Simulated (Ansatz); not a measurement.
NiO (rock salt)

```xyz
2
Lattice="0.0000 2.0953 2.0953 2.0953 0.0000 2.0953 2.0953 2.0953 0.0000" Properties=species:S:1:pos:R:3 pbc="T T T"
O      0.0000     0.0000     0.0000
Ni     2.0953     2.0953     2.0953
```

In each cell atom 2 (Ni, nearest neighbour O at 2.095 Å; its periodic images, 3.0 Å or more away, move with it) moves by s·(-1.000, 0.000, 0.000) (towards the nearest neighbour), the rest being held.

Computed with r2SCAN (plane waves to 500 eV, PAW, scalar-relativistic; Ansatz, a program for electronic structure). k mesh 11×11×11 (Γ-centred), Fermi-Dirac smearing 0.05 eV. E stands for the smeared free energy. NiO is run spin-polarised and with no Hubbard U; the real compound is an antiferromagnetic insulator, a state that this run doesn't describe. NiO was relaxed with its symmetry unable to fall. Relaxed NiO ends ferromagnetic. The PAW data are Ansatz's earlier set. The magnetic order is the one the run started from; other orders were not tried. ΔE is measured from the undisplaced structure.

Successive frames, forces in eV/Å:

```csv
frame,ΔE (eV/cell),F on O1,F on Ni2
s = 0.000 Å,0.0000,"(0.000, 0.000, 0.000)","(0.000, 0.000, 0.000)"
s = 0.042 Å,0.0031,"(-0.150, 0.000, 0.000)","(0.150, 0.000, 0.000)"
s = 0.084 Å,0.0131,"(-0.336, 0.000, 0.000)","(0.336, 0.000, 0.000)"
s = 0.126 Å,0.0323,"(-0.591, 0.000, 0.000)","(0.591, 0.000, 0.000)"
```

Task: What are the energy and the forces in the next frame, s = 0.168 Å?

Result: ΔE (eV/cell) = 0.0640.

```csv
atom,Fx,Fy,Fz
O1,-0.939,0.000,0.000
Ni2,0.939,0.000,0.000
```

(A displaced cell: forces are minus the slopes of the energy, force constants its curvatures, and phonons follow from these.)
